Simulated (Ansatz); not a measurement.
## Calculated ²⁵Mg NMR of the central transition for Mg2C3

Cell: a COD entry, ions relaxed with PBE at fixed cell.

```
CELL_PARAMETERS angstrom
2.41550 -2.35000 0.00000
2.41550 2.35000 0.00000
-1.22707 0.00000 4.83328
ATOMIC_POSITIONS crystal
Mg 0.80962 0.80962 0.19943
Mg 0.19038 0.19038 0.80057
C 0.30006 0.30006 0.26310
C 0.69994 0.69994 0.73690
C 0.50000 0.50000 0.50000
```

Atoms are numbered from 1 in the order listed; like atoms form one site, named after its first atom.

Method: Kohn–Sham DFT in Ansatz, r2SCAN, plane waves and PAW, scalar-relativistic, 500 eV cutoff, Γ-centred 9×9×6 k-points, Fermi–Dirac smearing 0.05 eV.

²⁵Mg has I = 5/2 and Q = 199.4 mb (Pyykkö 2018); at 28.2 T its Larmor frequency is ν₀ = 73.6 MHz. Only the quadrupole interaction is simulated: positions count from each site's isotropic chemical shift, and J coupling is left out, as are shift anisotropy and dipolar coupling, which fast spinning averages.

Problem. Simulate the second-order pattern (fast magic-angle spinning, Gaussian broadening 0.07 kHz) of site Mg (9 C at 2.24–2.86 Å; also 5 Mg at 3.02–3.16 Å).

Solution. The calculation gives C_Q = 3.38 MHz and η = 0.54, so ν_Q = 0.507 MHz and the centre of gravity lies at -13.9 ppm (-1.02 kHz).

```
offset (kHz)  height
      -2.570       0
      -2.485       1
      -2.400       7
      -2.314       8
      -2.229       9
      -2.144       9
      -2.058       9
      -1.973      17
      -1.888      27
      -1.803      29
      -1.717      31
      -1.632      34
      -1.547      38
      -1.461      44
      -1.376      73
      -1.291     100
      -1.205      75
      -1.120      69
      -1.035      68
      -0.949      70
      -0.864      81
      -0.779      94
      -0.693      72
      -0.608      60
      -0.523      54
      -0.437      49
      -0.352      45
      -0.267      42
      -0.181      40
      -0.096      28
      -0.011       2
       0.075       0
```

The largest force is 0.3 eV/Å, so the atoms aren't at the calculated equilibrium and relaxing them would move these values.
